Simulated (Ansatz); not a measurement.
Ge2W (MoSi2 or CaC2 type, space group No. 139) under volume change, DFT-r²SCAN in the program Ansatz with PAW potentials, shape and atoms relaxed at each volume.

```json
[
 {"V (Å³/atom)": "13.700", "E − E(relaxed) (meV/atom)": "86.4", "P (GPa)": "22.32"},
 {"V (Å³/atom)": "14.151", "E − E(relaxed) (meV/atom)": "36.2", "P (GPa)": "13.60"},
 {"V (Å³/atom)": "14.603", "E − E(relaxed) (meV/atom)": "[?]", "P (GPa)": "[?]"},
 {"V (Å³/atom)": "15.055", "E − E(relaxed) (meV/atom)": "0.0", "P (GPa)": "0.00"},
 {"V (Å³/atom)": "15.506", "E − E(relaxed) (meV/atom)": "7.6", "P (GPa)": "-5.23"},
 {"V (Å³/atom)": "15.958", "E − E(relaxed) (meV/atom)": "[?]", "P (GPa)": "[?]"},
 {"V (Å³/atom)": "16.409", "E − E(relaxed) (meV/atom)": "61.2", "P (GPa)": "-13.32"}
]
```

Question: What belongs in the gaps?

Answer: 
- 14.603, E − E(relaxed) (meV/atom): 8.5
- 14.603, P (GPa): 6.22
- 15.958, E − E(relaxed) (meV/atom): 28.7
- 15.958, P (GPa): -9.63

Question: What does a third-order Birch–Murnaghan fit give for V₀, B₀ and B′?

Answer: V₀ = 15.06 Å³/atom, B₀ = 189 GPa, B′ = 4.7.

Space group I4/mmm (MoSi2 or CaC2 type). The workflow started from an entry of the Crystallography Open Database (COD). Whether it is the stable phase at ambient conditions was not checked. The r²SCAN relaxation kept the symmetry of its start; its stability against distortions is not shown here. The run is not spin-polarised. Spin–orbit coupling is left out wherever it is not named.

Potentials: the later of the program's two PAW sets.
